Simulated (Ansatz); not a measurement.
Input:

WSe$_{2}$:
```yaml
crystal:
  lattice:
    - [3.25020, 0.00000, 0.00000]
    - [-1.62510, 2.81476, 0.00000]
    - [0.00000, 0.00000, 12.81838]
  atoms:
    - { symbol: W, position: [0.33333, 0.66667, 0.25000] }
    - { symbol: W, position: [0.66667, 0.33333, 0.75000] }
    - { symbol: Se, position: [0.33333, 0.66667, 0.61999] }
    - { symbol: Se, position: [0.66667, 0.33333, 0.11999] }
    - { symbol: Se, position: [0.66667, 0.33333, 0.38001] }
    - { symbol: Se, position: [0.33333, 0.66667, 0.88001] }
```

This is the LDA-relaxed structure.

Problem. All from DFT-LDA in the program Ansatz with PAW potentials, unless another level is named. Give the Debye temperature from the elastic constants.

Solution. 256 K.

Problem. And the highest zone-centre frequency (without LO–TO term)?

Solution. 9.29 THz.

Problem. Predict the zero-point energy.

Solution. 35.4 meV/atom.

Space group P6_3/mmc. The LDA relaxation kept the symmetry of its start; phonons on a q-mesh show no instability. No spin polarisation was allowed. A crystal of weakly bound layers computed without a dispersion correction: the cell and the soft elastic constants depend strongly on that. Spin–orbit coupling is left out wherever it is not named.

Potentials: the later of the program's two PAW sets.
